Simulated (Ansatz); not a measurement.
**Sn: pressure against volume, fitted**

```yaml
crystal:
  lattice:
    - [0.00000, 3.24560, 3.24560]
    - [3.24560, 0.00000, 3.24560]
    - [3.24560, 3.24560, 0.00000]
  atoms:
    - { symbol: Sn, position: [0.50000, 0.50000, 0.50000] }
    - { symbol: Sn, position: [0.75000, 0.75000, 0.75000] }
```

Atoms are numbered in the order listed.

The cell is COD entry 9008568, as deposited and not checked against the literature; nothing was relaxed.

Spin–orbit coupling is left out, though it moves levels of the heavy atoms by tenths of an eV or more.

Level of theory: DFT, LDA, all-electron LAPW, scalar-relativistic (Ansatz 0.2.0).

Numerical set-up: a Γ-centred 9×9×9 k mesh, Fermi–Dirac smearing of 0.03 eV, basis error target 0.25 meV/atom, no spin polarisation.

The cell is scaled evenly. Fractional coordinates are held (clamped ions).

```json
{"V (Å³/atom)": "32.138", "P (GPa)": "2.74"}
{"V (Å³/atom)": "32.155", "P (GPa)": "2.71"}
{"V (Å³/atom)": "32.821", "P (GPa)": "1.58"}
{"V (Å³/atom)": "33.163", "P (GPa)": "1.05"}
{"V (Å³/atom)": "33.505", "P (GPa)": "0.55"}
{"V (Å³/atom)": "33.847", "P (GPa)": "0.09"}
{"V (Å³/atom)": "34.189", "P (GPa)": "-0.35"}
{"V (Å³/atom)": "34.531", "P (GPa)": "-0.76"}
{"V (Å³/atom)": "34.873", "P (GPa)": "-1.15"}
{"V (Å³/atom)": "35.215", "P (GPa)": "-1.52"}
{"V (Å³/atom)": "35.556", "P (GPa)": "-1.87"}
```

Problem. Fit a third-order Birch–Murnaghan curve to the pressures.

Solution. P = (3B0/2)(y^(7/2) − y^(5/2))[1 + (3/4)(B0′ − 4)(y − 1)] with y = (V0/V)^(2/3) fits within 0.01 GPa for V0 = 33.914 Å³/atom, B0 = 44.4 GPa and B0′ = 5.05.

Problem. Predict the pressure at the withheld volume, 36.240 Å³/atom.

Solution. There y = 0.9567, so the fit gives -2.49 GPa; the run gave -2.50 GPa.
